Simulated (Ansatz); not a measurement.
AlAs:
```yaml
crystal:
  lattice:
    - [0.00000, 2.83731, 2.83731]
    - [2.83731, 0.00000, 2.83731]
    - [2.83731, 2.83731, 0.00000]
  atoms:
    - { symbol: Al, position: [0.00000, 0.00000, 0.00000] }
    - { symbol: As, position: [0.25000, 0.25000, 0.25000] }
```

Relaxed with PBEsol. Special points in fractions of this cell's reciprocal vectors: Γ (0.000, 0.000, 0.000); X (0.500, 0.000, 0.500); U (0.625, 0.250, 0.625); K (0.375, 0.375, 0.750); L (0.500, 0.500, 0.500); W (0.500, 0.250, 0.750).

List the band energies nearest the valence-band maximum at these points for DFT-PBEsol in the program Ansatz with PAW potentials.

In eV from the valence-band maximum; about four levels below and three above (degenerate sets whole), none deeper than 8.9 eV; points with the same levels are listed once.

```json
[
 {"k": "Γ", "below": "0.00 0.00 0.00", "above": "1.91 4.26 4.26 4.26"},
 {"k": "X", "below": "-5.41 -2.16 -2.16", "above": "1.34 2.23 10.21 10.21"},
 {"k": "U", "below": "-5.15 -3.41 -1.79", "above": "2.16 4.90 8.10"},
 {"k": "L", "below": "-5.56 -0.82 -0.82", "above": "2.06 4.64 4.64"},
 {"k": "W", "below": "-5.06 -3.18 -2.82", "above": "4.23 5.59 5.62"}
]
```

Space group F-43m (zinc blende). The PBEsol relaxation kept the symmetry of its start. Spin–orbit coupling is left out wherever it is not named.

Potentials: the earlier of the program's two PAW sets. The files were generated under PBE; for other functionals the program regenerates the frozen cores, and for LDA and PBEsol the local potential too.
